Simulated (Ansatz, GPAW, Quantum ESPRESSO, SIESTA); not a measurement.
## GaGe: 4 runs at one level of theory

```
CELL_PARAMETERS angstrom
0.00000 2.89784 2.89784
2.89784 0.00000 2.89784
2.89784 2.89784 0.00000
ATOMIC_POSITIONS crystal
Ge 0.00000 0.00000 0.00000
Ga 0.25000 0.25000 0.25000
```

The cell comes from a database or a generator and needn't be the stable form of this composition.

Alike in all runs: task band structure; functional LDA; k mesh 8 × 8 × 8; occupations fermi-dirac, width 0.05 eV; no spin polarisation; no spin-orbit coupling. LDA stands for any of its common fits. Pressure is positive in compression and, in plane waves, holds the error of the finite cutoff.

| program and potentials | plane-wave cutoff (eV) | notes | pressure (GPa) |
| --- | --- | --- | --- |
| Quantum ESPRESSO, GBRV 1.5 LDA | 762 | 16.5 valence electrons an atom on average | -4.11 |
| Ansatz, all-electron LAPW, scalar-relativistic | - | - | -4.09 |
| SIESTA, files PseudoDojo sr-lda-0.4.1-standard, DZP (energy shift 0.003 Ry; two zetas on semicore shells) | - | atomic basis; 13.5 valence electrons an atom on average | -3.56 |
| GPAW, the program's PAW data sets (release 1.2.1) made for this functional | 600 | 3.5 valence electrons an atom on average | -3.52 |

The pressure spans -4.11 (Quantum ESPRESSO, GBRV 1.5 LDA) to -3.52 GPa (GPAW, the program's PAW data sets (release 1.2.1) made for this functional), with all-electron results at -4.09. Rows in atomic bases carry the error of their basis and grid, which can be large.

The functional is the same throughout but for its coding, so the spread measures potentials, basis and numerics; runs on potential files found faulty are left out.
